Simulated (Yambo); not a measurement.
A G0W0@PBEsol run in Yambo for MgTiF$_{6}$ (space group R-3, No. 148) (2×2×2 Γ-centred k mesh, bands 3 to 163 and a 7 Ry block in the screening, 163 bands in G with the Bruneval-Gonze terminator, plasmon pole fitted at 27.2 eV) gives these matrix elements, in eV, at the band edges (Γ → F):

```json
[
 {"state": "valence edge", "E0": "0.000", "<Vxc>": "-22.824", "<Σx>": "-30.596", "<Σc(E0)>": "5.224", "Z": "0.798"},
 {"state": "conduction edge", "E0": "4.879", "<Vxc>": "-21.436", "<Σx>": "-13.027", "<Σc(E0)>": "-5.069", "Z": "0.802"}
]
```

Solve the linearised quasiparticle equation for both states, give the gap, and say how exchange and correlation each act on it.

E = E0 + Z(Σx + Σc − Vxc). Valence: 0.000 + 0.798 × (-30.596 + (5.224) − (-22.824)) = -2.03 eV. Conduction: 4.879 + 0.802 × (-13.027 + (-5.069) − (-21.436)) = 7.56 eV. The gap is 9.59 eV, against 4.88 eV in PBEsol. Replacing Vxc by bare exchange alone would open it by 16.18 eV; correlation takes back 10.29 eV of that, and Z scales what is left. Nearest settings tried, and what they do to the gap: 109 bands in W, 109 bands in G: +26 meV; 6 Ry block (175 vectors against 223): +75 meV. Not varied: mesh. So the settings aren't converged at that level. The k mesh is coarse. 

Geometry of the Materials Project entry, not relaxed at this level; primitive cell a = b = c = 5.369 Å, α = β = γ = 58.13°.

The structure is a Materials Project entry; no match was found in the copy of COD used, and its stability was not checked.
